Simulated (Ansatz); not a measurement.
CoSn (CoSn type, space group P6/mmm)

```xyz
6
Lattice="5.2416 0.0000 0.0000 -2.6208 4.5394 0.0000 0.0000 0.0000 4.1879" Properties=species:S:1:pos:R:3 pbc="T T T"
Co     2.6208     0.0000     0.0000
Co     1.3104     2.2697     0.0000
Co    -1.3104     2.2697     0.0000
Sn     0.0000     0.0000     0.0000
Sn     0.0000     3.0263     2.0940
Sn     2.6208     1.5131     2.0940
```

Equation-of-state scan: isotropic scaling of the cell above, V₀ being its volume. Symmetry pins the atoms to their sites.

Level of theory: r2SCAN (plane waves to 500 eV, PAW, scalar-relativistic; Ansatz, a first-principles code). k mesh 10×10×11 (Γ-centred), Fermi-Dirac smearing 0.05 eV. Energies are smeared free energies. Compression counts positive. With the shape held, the modulus is that of even scaling; a crystal free to change shape is softer. CoSn is run without spin polarisation. CoSn was relaxed with its symmetry unable to fall. The zero of ΔE is the relaxed starting cell. The last digit holds for this mesh only.

| V (Å³/atom) | ΔE (meV/atom) |
|---|---|
| 14.947 | 90.8 |
| 15.362 | 48.5 |
| 15.777 | withheld |
| 16.193 | 4.9 |
| 16.608 | 0.0 |
| 17.023 | 4.4 |
| 17.438 | 16.9 |
| 17.853 | 36.3 |
| 18.269 | 61.7 |

Question: Fit a third-order Birch-Murnaghan form (E₀, V₀, B₀, B₀′ free) to the given rows and predict ΔE at V = 15.777.

Answer: Least squares on the 8 given rows: ΔE = E₀ + (9V₀B₀/16)·y²·[2 + (B₀′ − 4)y], y = (V₀/V)^(2/3) − 1, with V₀ = 16.608 Å³/atom, B₀ = 143.0 GPa (160.2 GPa = 1 eV/Å³; the term in eV is multiplied by 1000), B₀′ = 4.77, E₀ = 0.02 meV/atom; root-mean-square residual 0.03 meV/atom. At 15.777 the fit gives 20.5 meV/atom; the calculation gives 20.5 meV/atom, the same to the digits shown. For the pressure the fit gives 8.3 GPa against the computed 8.3 GPa.

(Under strain, the slope of the energy per volume gives the stress and its curvature an elastic modulus.)
